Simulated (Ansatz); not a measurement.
Level of theory: DFT PBE, scalar-relativistic, plane waves, PAW (Ansatz 0.2.0). Settings: cutoff 420 eV, Γ-centred meshes spaced at most about 0.3 Å⁻¹, and about 0.25 Å⁻¹ or finer for metals (2π included), Gaussian smearing. No spin polarisation in the final relaxations.

All energies are static (0 K, no zero-point motion). All come from trial cells, and lower structures may exist.

Task: Order these relaxed structures of Sr3Zn2H by energy, lowest first, with the energy over the lowest of them.
1.

```xyz
6
Lattice="9.1519 0.0000 0.0000 -4.5759 7.9258 0.0000 0.0000 0.0000 4.6634" Properties=species:S:1:pos:R:3 pbc="T T T"
Sr   -2.5336    6.7466    0.0000
Sr    0.0000    2.3583    0.0000
Sr    2.5336    6.7466    0.0000
Zn    0.0000    5.2839    3.4754
Zn    0.0000    5.2839    1.1880
H     0.0000    0.0000    0.0000
```

2.

```xyz
6
Lattice="5.1312 0.0000 0.0000 0.0000 5.1312 0.0000 0.0000 0.0000 8.6281" Properties=species:S:1:pos:R:3 pbc="T T T"
Sr    2.5656    0.0000    0.2176
Sr    0.0000    2.5656    0.2176
Sr    2.5656    2.5656    3.6612
Zn    2.5656    2.5656    6.8932
Zn    0.0000    0.0000    2.3098
H     0.0000    0.0000    3.9571
```

3.

```xyz
6
Lattice="5.7407 0.0000 0.0000 -2.8704 4.9716 0.0000 0.0000 0.0000 6.1670" Properties=species:S:1:pos:R:3 pbc="T T T"
Sr    0.0000    3.3144    3.0835
Sr    2.8704    1.6572    3.0835
Sr    0.0000    0.0000    0.0000
Zn    0.0000    3.3144    0.0000
Zn    2.8704    1.6572    0.0000
H     0.0000    0.0000    3.0835
```

4.

```xyz
6
Lattice="3.7782 0.0000 0.0000 0.0000 3.7782 0.0000 0.0000 0.0000 11.6921" Properties=species:S:1:pos:R:3 pbc="T T T"
Sr    1.8891    1.8891    1.8969
Sr    1.8891    1.8891    5.8460
Sr    1.8891    1.8891    9.7952
Zn    0.0000    0.0000    3.8769
Zn    0.0000    0.0000    7.8152
H     0.0000    0.0000    0.0000
```

Result: 4 (0 meV/atom), 3 (226 meV/atom), 2 (279 meV/atom), 1 (323 meV/atom). Forms: 4 P4/mmm; 3 P6/mmm; 2 P4mm; 1 P-6m2. Counting Sr or Zn atoms around H (for each partner element, those within 1.25 times its shortest distance or 1.15 times the sum of covalent radii, where it is the nearest in units of that sum or under 1.3; the shortest distance is added where it is long for a bond): cell 4 has H 8 from 3.3 Å; cell 3 has H 8; cell 2 has H 1; cell 1 has H 3.

With hydrogen, zero-point motion can shift such differences by 10 meV/atom or more. A magnetic state wasn't ruled out in cells without spin, among them P4/mmm, P6/mmm, P4mm, P-6m2. Cells relaxed within their symmetry can be saddle points. Some structure types and database cells were kept out of the candidates from the start, so a known form may be missing.
